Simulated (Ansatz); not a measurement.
An Ansatz (a quantum-chemistry and plane-wave program) run. Input:

Ansatz 0.2 input:
```yaml
crystal:
  lattice:
    - [0.0, 2.7529943609, 2.7529943609]
    - [2.7529943609, 0.0, 2.7529943609]
    - [2.7529943609, 2.7529943609, 0.0]
  atoms:
    - { symbol: P, position: [0.75, 0.75, 0.75] }
    - { symbol: Ga, position: [0.0, 0.0, 0.0] }
kpoints:
  mp_grid: { grid: [6, 6, 6] }
hamiltonian:
  xc: hse06
  pseudopotentials: { kind: paw }
scf:
  n_extra_bands: 6
  occupations: { method: fixed }
output:
  eigenvalues: true
  eigenstates:
    e_range: [-9.0, 10.4]
    kpoints:
      - [0.0, 0.0, 0.0]  # VBM
      - [0.0, 0.0, 0.0]  # CBM
      - [0.0, 0.0, 0.0]  # GAMMA
      - [0.5, 0.0, 0.5]  # X
      - [0.5, 0.5, 0.5]  # L
      - [0.5, 0.25, 0.75]  # W
      - [0.375, 0.375, 0.75]  # K
      - [0.625, 0.25, 0.625]  # U
```

Output (shortened):

```
Pseudopotentials: kind: paw
Pseudopotential: P, paw, valence charge 5
Pseudopotential: Ga, paw, valence charge 13
Functional definition: HSE06
davidson cushion auto → on  (no smearing: the cushion is to keep the highest requested band from converging to the state above it …
Crystal: 2 atoms, lattice volume = 41.730 Å³
Basis set: ecut = 420 eV, 869 PW (Γ)
Bands: 15, of which v1, the nominal top of the filled ones, is band 9 counted from 1 (8 counted from 0)
Symmetry: 24 space group operations
Space group: F-43m (ITA 216), of the structure as read, at distance tolerance 3.5e-5 Å
k-points: 16 of 216 (time reversal used)
PAW frozen core: P, regenerated for the run's functional, and the local potential with it
PAW frozen core: Ga, regenerated for the run's functional, and the local potential with it
Initial wavefunctions: pseudopotential atomic-orbital guess
Eigensolver: davidson
Functional: x = pbe(κ = 0.804, μ = 0.2195149727645171), c = pbe(β = 0.06672455060314922), warm-up for x = pbe(κ = 0.804, μ = 0.2195149727645171) + 0.25 (exact …
SCF iter   1: F=—  HF=-4539.542703 eV  |F-HF|=—  |Δ(HF+E_count)|=         —  Δρ=1.36e-3  dr2=1.36e-3  ethr=1.77e-3  ⟨swp⟩=8.8  Hψ=1156  notcnv=0
preconditioner: auto → none
iter 2 solved again at ethr=7.23e-7 eV; its pass at ethr=7.56e-6 eV (dr2=1.30e-4 eV) is discarded
SCF iter   2: F=-4539.542637 eV  HF=-4539.542635 eV  |F-HF|=1.50e-6  |Δ(HF+E_count)|=   6.74e-5  Δρ=4.73e-4  dr2=1.30e-4  ethr=7.23e-7  ⟨swp⟩=2.6  Hψ=1344  notcnv=0
SCF 1 stopped early in 2 iterations: F = -4539.542637 eV  dr2 = 1.30e-4
Crystal: 2 atoms, lattice volume = 41.730 Å³
Initial density: handed on by an earlier stage of this run
Initial wavefunctions: those handed on with the density
Functional: x = pbe(κ = 0.804, μ = 0.2195149727645171) + 0.25 (exact − pbe) at short range (hse, ω = 0.20786987370883472 Å⁻¹), c = pbe(β = 0.06672455060314922); HSE06 as pw.x's `hse` composes it (authors' and Libxc's form: `xc: wpbeh`)
Exchange kernel: α = 0.2500, screened, ω = 0.2079 Å⁻¹, Wigner–Seitz truncation, v(0) = 1046.4934 eV·Å³, q-mesh 6×6×6, nearest image of the exchange supercell L …
Frozen-core exchange: fock
SCF iter   1: F=—  HF=-4540.601385 eV  |F-HF|=—  |Δ(HF+E_count)|=         —  Δρ=1.28e-2  dr2=2.68e-2  ethr=7.21e-6  ⟨swp⟩=6.5  Hψ=1136  notcnv=0
preconditioner: auto → none
SCF iter   2: F=—  HF=-4540.588195 eV  |F-HF|=—  |Δ(HF+E_count)|=   1.32e-2  Δρ=2.60e-3  dr2=2.58e-3  ethr=7.21e-6  ⟨swp⟩=4.0  Hψ=939  notcnv=0
SCF iter   3: F=—  HF=-4540.594702 eV  |F-HF|=—  |Δ(HF+E_count)|=   6.51e-3  Δρ=3.16e-3  dr2=1.54e-3  ethr=7.21e-6  ⟨swp⟩=4.0  Hψ=860  notcnv=0
SCF iter   4: F=—  HF=-4540.594523 eV  |F-HF|=—  |Δ(HF+E_count)|=   1.78e-4  Δρ=1.17e-3  dr2=2.96e-4  ethr=7.21e-6  ⟨swp⟩=2.0  Hψ=544  notcnv=0
SCF iter   5: F=—  HF=-4540.594530 eV  |F-HF|=—  |Δ(HF+E_count)|=   6.25e-6  Δρ=9.68e-5  dr2=1.48e-5  ethr=1.05e-6  ⟨swp⟩=2.6  Hψ=555  notcnv=0
SCF iter   6: F=—  HF=-4540.594692 eV  |F-HF|=—  |Δ(HF+E_count)|=   1.62e-4  Δρ=1.45e-4  dr2=3.97e-6  ethr=2.94e-8  ⟨swp⟩=4.1  Hψ=907  notcnv=0
SCF iter   7: F=-4540.594687 eV  HF=-4540.594687 eV  |F-HF|=1.12e-8  |Δ(HF+E_count)|=   5.26e-6  Δρ=1.62e-5  dr2=1.37e-7  ethr=2.16e-8  ⟨swp⟩=4.0  Hψ=754  notcnv=0
SCF 2 stopped early in 7 iterations: F = -4540.594687 eV  dr2 = 1.37e-7
hybrid outer 1: dexx = +7.771e-3 eV, tail = 2.15e-5 eV
Crystal: 2 atoms, lattice volume = 41.730 Å³
Exchange kernel: α = 0.2500, screened, ω = 0.2079 Å⁻¹, Wigner–Seitz truncation, v(0) = 1046.4934 eV·Å³, q-mesh 6×6×6, nearest image of the exchange supercell L …
Frozen-core exchange: fock
SCF iter   1: F=—  HF=-4540.594558 eV  |F-HF|=—  |Δ(HF+E_count)|=         —  Δρ=5.00e-5  dr2=1.58e-6  ethr=5.99e-7  ⟨swp⟩=3.1  Hψ=582  notcnv=0
preconditioner: auto → none
iter 2 solved again at ethr=1.31e-10 eV; its pass at ethr=8.41e-9 eV (dr2=2.36e-8 eV) is discarded
SCF iter   2: F=-4540.594558 eV  HF=-4540.594558 eV  |F-HF|=1.28e-8  |Δ(HF+E_count)|=   8.82e-8  Δρ=1.42e-5  dr2=1.00e-7  ethr=1.31e-10  ⟨swp⟩=2.9  Hψ=1379  notcnv=0
SCF 3 converged in 2 iterations: F = -4540.594558 eV  dr2 = 1.00e-7
hybrid outer 2: dexx = +3.987e-7 eV, tail = 3.22e-7 eV, Δε = 2.44e-3 eV (about 3.48e-4 eV left of the loop's levels)
the search or the solves at the SCF's close seem to have found levels that the self-consistency loop had missed (the run counts 1) …
NSCF: frozen V_eff on 8 k-points
hybrid SCF converged: 2 outer / 9 inner (+2 warm-up), last move |dexx| = 3.99e-7 eV, tail = 3.22e-7 eV
Stability not checked (fock_operator)
Free energy (F): -4540.594558 eV
Frozen-core exchange: fock
Harris-Foulkes:  -4540.594558 eV  (|F-HF|=1.28e-8)
Internal energy: -4540.594558 eV  (E = F + TS)
E sigma→0 (E₀):  -4540.594558 eV
Fermi energy:    6.278438 eV
--- Per-component energies (eV) ---
  E_band       = -101.184048
  E_kinetic    = 184.390432
  E_local      = -2224.184137  (includes V_loc(G=0)·N_el)
  E_nonlocal   = 459.975596
  E_hartree    = 1030.255797
  E_xc         = -105.268745
  E_vxc        = -95.340135  (∫ρ·V_xc dr)
  E_exx        = -56.184339  (= α·E_x^exact, valence–valence)
  E_paw        = -2530.199407  (= ΣΔE_a)
  E_vpaw       = -374.166773  (= ΣTr[D̂ρ^β])
  E_aug_tail   = -0.000088  (compensation charges beyond the density's cutoff)
  E_ewald      = -1299.416259
  E_core_change = 0.036594  (= ΣΔE_core)
  E_smearing   =  0.000000  (= −TS)
  E_closure    =  0.000000  (closes the sum)
  Σ components = -4540.594558   (vs F -4540.594558, Δ=0.00e0)
  [band-id]    e_kinetic+e_local+e_nonlocal+2·e_hartree+e_vxc+2·e_exx+e_vpaw+e_augmentation_tail = -101.182191   (vs E_band -101.184048, Δ=1.86e-3)
--- Band table (eV; the first three rows and the last of 16) ---
  k-point 0: bands = ["-10.7986", "-10.7986", "-10.7986", "-10.7059", "-10.7059", "-7.2631", "6.2784", "6.2784", "6.2784", "8.8049", "11.0469", "11.0469", "11.0469", "15.9858", "17.0720"]
  k-point 1: bands = ["-10.8112", "-10.7921", "-10.7921", "-10.7058", "-10.7058", "-6.8958", "3.7963", "5.9026", "5.9026", "9.4580", "11.6138", "11.6138", "12.1344", "16.2085", "16.2085"]
  k-point 2: bands = ["-10.8357", "-10.7813", "-10.7813", "-10.7035", "-10.7035", "-5.9150", "0.7442", "5.3388", "5.3388", "8.9239", "11.9984", "11.9984", "14.8140", "16.8865", "16.9303"]
  k-point 15: bands = ["-10.8683", "-10.7609", "-10.7475", "-10.7228", "-10.6955", "-4.1416", "-0.7315", "2.7455", "2.8960", "10.5097", "10.7762", "14.8389", "14.8403", "18.9385", "19.3393"]
  band table: 15 of 15 bands, residual norms ≤ 1.0e-3 eV
```

Cost: roughly 2.2 core-minutes on shared cores.

The points marked VBM and CBM come from a semilocal run.

The PBE relaxation kept the symmetry of its start; phonons on a q-mesh show no instability. Scalar-relativistic: spin–orbit coupling is off unless named, which matters more the heavier the elements.

Potentials: the later of the program's two PAW sets.

Ansatz is a plane-wave DFT program.
